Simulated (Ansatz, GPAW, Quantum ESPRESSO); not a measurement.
One calculation of InSb3, 3 ways

```
CELL_PARAMETERS angstrom
4.80637 0.00000 0.00000
0.00000 4.80637 0.00000
0.00000 0.00000 4.80637
ATOMIC_POSITIONS crystal
Sb 0.51050 0.48869 0.99375
Sb 0.00030 0.50846 0.50419
Sb 0.50096 0.99871 0.50049
In 0.99574 0.99724 0.00411
```

The cell comes from a database or a generator and needn't be the stable form of this composition.

Atoms were shifted at random by some hundredths of an Å from the given cell, which wasn't relaxed again for these runs.

Alike in all runs: task single point; functional PBEsol; k mesh 6 × 6 × 6; occupations fermi-dirac, width 0.05 eV; no spin polarisation; no spin-orbit coupling. A missing gap at this level doesn't show that the real crystal is a metal. Pressure is positive in compression and, in plane waves, holds the error of the finite cutoff.

| program and potentials | plane-wave cutoff (eV) | notes | band gap (eV) | pressure (GPa) | largest force (eV/Å) |
| --- | --- | --- | --- | --- | --- |
| Quantum ESPRESSO, GBRV 1.5 PBEsol | 762 | - | no gap | -2.60 | 0.079 |
| Ansatz, all-electron LAPW, scalar-relativistic | - | - | no gap | -2.61 | 0.078 |
| GPAW, PAW data sets generated for this functional | 600 | - | no gap | -2.90 | 0.075 |

Force on atom 4 (In), eV/Å:

| program and potentials | x | y | z |
| --- | --- | --- | --- |
| Quantum ESPRESSO, GBRV 1.5 PBEsol | 0.077 | 0.007 | 0.018 |
| Ansatz, all-electron LAPW, scalar-relativistic | 0.076 | 0.007 | 0.018 |
| GPAW, PAW data sets generated for this functional | 0.072 | 0.006 | 0.018 |

None finds a gap. The pressure spans -2.90 (GPAW, PAW data sets generated for this functional) to -2.60 GPa (Quantum ESPRESSO, GBRV 1.5 PBEsol), with all-electron results at -2.61.

The functional is the same throughout but for its coding, so the spread measures potentials, basis and numerics; runs on potential files found faulty are left out.
